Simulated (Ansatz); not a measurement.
A generated cell, in the space group of a known form (sites not compared), of GdMg: Pm-3m (No. 221), cP2, CsCl type; a = 3.8344 Å, b = 3.8344 Å, c = 3.8344 Å, α = 90.00°, β = 90.00°, γ = 90.00°; Gd 1b (0.500, 0.500, 0.500); Mg 1a (0.000, 0.000, 0.000). These are r2SCAN (plane waves to 500 eV, PAW, scalar-relativistic; Ansatz, an electronic-structure program) values and carry that method's errors. Element references, the lowest calculated here: Mg (P6₃/mmc), Gd (P6₃/mmc, ferromagnetic).

Task: Estimate the formation energy of this Pm-3m form of GdMg from the elements that r2SCAN returns for this input.

Result: -0.09 eV/atom.

A lower structure of this composition may exist.

Static energies, no anion corrections, no zero-point energy. Values are rounded to 0.01 eV/atom. Not shown to be the ambient phase of their composition (a lower form may be missing, and a cell relaxed within its start's symmetry can be a saddle point): GdMg (Pm-3m). Spin state reached: ferromagnetic (net 3.99 μB/atom); other spin orders were not run from this start. The f-shell occupation is the one the SCF fell into and was not checked against other states.
